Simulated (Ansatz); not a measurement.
Mo:
```yaml
crystal:
  lattice:
    - [-1.57522, 1.57522, 1.57522]
    - [1.57522, -1.57522, 1.57522]
    - [1.57522, 1.57522, -1.57522]
  atoms:
    - { symbol: Mo, position: [0.00000, 0.00000, 0.00000] }
```

This is the r²SCAN-relaxed structure.

### Question
All from r²SCAN in the plane-wave PAW code Ansatz, unless another level is named. Predict the density of states at the Fermi level.

### Answer
0.55 states/eV per atom (mean over ±0.08 eV).

### Question
Predict the gap with spin–orbit coupling.

### Answer
none (metallic).

Space group Im-3m (bcc (W type)). Symmetry was held in the r²SCAN relaxation. No spin polarisation was allowed. Scalar-relativistic: spin–orbit coupling is off unless named, which matters more the heavier the elements.

Potentials: the later of the program's two PAW sets.
